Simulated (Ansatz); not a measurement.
The calculation used DFT PBE, scalar-relativistic, plane waves, PAW in Ansatz. Settings: cutoff 420 eV, Γ-centred meshes spaced at most about 0.3 Å⁻¹, and about 0.25 Å⁻¹ or finer for metals (2π included), Gaussian smearing. No spin polarisation in the final relaxations.

All energies are static (0 K, no zero-point motion). All come from trial cells, and lower structures may exist.

Task: Which of these relaxed structures of MgZn2TeS2 is the lowest in energy?
A.

Space group Pmmm (No. 47). a = 4.854 Å, b = 5.327 Å, c = 5.540 Å, α = 90.00°, β = 90.00°, γ = 90.00°
| atom | site | symmetry | x | y | z |
| --- | --- | --- | --- | --- | --- |
| Mg | 1h | mmm | 0.5000 | 0.5000 | 0.5000 |
| Zn | 2q | mm2 | 0.0000 | 0.0000 | 0.2553 |
| Te | 1f | mmm | 0.5000 | 0.5000 | 0.0000 |
| S | 1g | mmm | 0.0000 | 0.5000 | 0.5000 |
| S | 1b | mmm | 0.5000 | 0.0000 | 0.0000 |

B.

Space group P-3m1 (No. 164). a = 3.781 Å, b = 3.781 Å, c = 9.448 Å, α = 90.00°, β = 90.00°, γ = 120.00°
| atom | site | symmetry | x | y | z |
| --- | --- | --- | --- | --- | --- |
| Mg | 1a | -3m. | 0.0000 | 0.0000 | 0.0000 |
| Zn | 2d | 3m. | 0.6667 | 0.3333 | 0.6927 |
| Te | 1b | -3m. | 0.0000 | 0.0000 | 0.5000 |
| S | 2d | 3m. | 0.6667 | 0.3333 | 0.1593 |

C.

Space group P-4m2 (No. 115). a = 3.779 Å, b = 3.779 Å, c = 10.987 Å, α = 90.00°, β = 90.00°, γ = 90.00°
```csv
atom,site,symmetry,x,y,z
Mg,1a,-4m2,0.0000,0.0000,0.0000
Zn,2g,2mm.,0.5000,0.0000,0.5899
Te,1b,-4m2,0.5000,0.5000,0.0000
S,2g,2mm.,0.5000,0.0000,0.3766
```

D.

Space group P4/mmm (No. 123). a = 5.299 Å, b = 5.299 Å, c = 5.396 Å, α = 90.00°, β = 90.00°, γ = 90.00°
```json
{"atom": "Mg", "site": "1b", "symmetry": "4/mmm", "x": "0.0000", "y": "0.0000", "z": "0.5000"}
{"atom": "Zn", "site": "2h", "symmetry": "4mm", "x": "0.5000", "y": "0.5000", "z": "0.7422"}
{"atom": "Te", "site": "1a", "symmetry": "4/mmm", "x": "0.0000", "y": "0.0000", "z": "0.0000"}
{"atom": "S", "site": "2f", "symmetry": "mmm.", "x": "0.5000", "y": "0.0000", "z": "0.0000"}
```

Result: B. It has space group P-3m1 (No. 164); the next, C, with space group P-4m2 (No. 115), lies 294 meV/atom higher. Counting S or Te atoms around Mg and Zn (for each partner element, those within 1.25 times its shortest distance or 1.15 times the sum of covalent radii, where it is the nearest in units of that sum or under 1.3; a plus sign parts groups by distance over the sum of covalent radii), the lowest has Mg 6, Zn 6 and the next has Mg 4, Zn 1+4.

Weakly bound directions are ill-defined at this level, which has no dispersion term (P-4m2), and this can change margins and order among such cells. These runs have no spin–orbit coupling, which can matter for Te. Cells relaxed within their symmetry can be saddle points. Some candidate types were left out of the draw beforehand, so a known form may be missing.
